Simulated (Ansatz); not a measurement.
# Nb (Fm-3m), clamped-ion strain scan

These are results of Ansatz 0.2.0, DFT r2SCAN, scalar-relativistic, plane waves, PAW, not measurements. Settings: plane waves to 500 eV, k-mesh 20×20×20 (Γ-centred), Gaussian smearing 0.15 eV. No spin polarisation. Energies are free energies at this smearing, counted from the undisturbed cell; pressure is positive in compression.

The starting cell (as given, not relaxed at this level; it stands at -2.0 GPa; this fcc form isn't the usual structure):

```xyz
1
Lattice="0.0000 2.1150 2.1150 2.1150 0.0000 2.1150 2.1150 2.1150 0.0000" Properties=species:S:1:pos:R:3 pbc="T T T"
Nb    0.0000    0.0000    0.0000
```

The cell is strained by ε times the Voigt pattern (0, 0, 1, 0, 0, 0) (xx, yy, zz, yz, xz, xy; engineering shear) with fractional coordinates fixed. The cell is metallic on the mesh throughout.

```tsv
ε	ΔE (meV/atom)	stress summed along the pattern (GPa, tension positive)	pressure (GPa)
-0.0200	-5.7	2.82	1.2
-0.0150	?	?	0.4
-0.0100	-2.6	2.38	-0.4
-0.0050	-1.2	2.18	-1.2
0.0000	0.0	2.02	-2.0
0.0050	1.2	?	?
0.0100	?	1.88	?
0.0150	3.4	1.91	-4.4
0.0175	4.0	1.95	-4.8
0.0200	4.5	2.00	-5.2
```

Q: Give the withheld values.

A: ΔE (meV/atom) at ε = -0.0150: -4.1; stress summed along the pattern (GPa, tension positive) at ε = -0.0150: 2.60; stress summed along the pattern (GPa, tension positive) at ε = 0.0050: 1.91; pressure (GPa) at ε = 0.0050: -2.8; ΔE (meV/atom) at ε = 0.0100: 2.3; pressure (GPa) at ε = 0.0100: -3.6.